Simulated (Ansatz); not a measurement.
ZnInGaO4 in space group R3m (No. 160; Pearson symbol hR7), PBE in the plane-wave PAW code Ansatz. The conduction-band minimum lies at Γ, with 1 equivalent valley. Second derivatives d²E/dk² of the lowest band at one valley (eV·Å²), along Cartesian directions:

```
direction  d²E/dk²
---------  -------
[100]        41.09
[010]        41.09
[001]        44.55
[110]        41.09
[101]        42.82
[011]        42.81
```

Task: Find the principal effective masses, the density-of-states mass and the conductivity mass.

Result: Off-diagonal terms follow from H_xy = H[110] − (H_xx + H_yy)/2, and m*/mₑ = 7.620 eV·Å² over each eigenvalue: 0.17, 0.19, 0.19. One valley's DOS mass (m₁m₂m₃)^(1/3) = 0.18, conductivity mass 3/(Σ 1/mᵢ) = 0.18 mₑ.

Task: What effective density of states Nc follows at 300 K for parabolic valleys?

Result: Nc = 2.509e19 × 1 × (0.18)^(3/2) ≈ 1.9e18 cm⁻³.

The PBE relaxation kept the symmetry of its start. Scalar-relativistic: spin–orbit coupling is off unless named, which matters more the heavier the elements.

Potentials: the earlier of the program's two PAW sets.

Edges and masses are those of Kohn–Sham bands, whose gap is no quasiparticle gap.
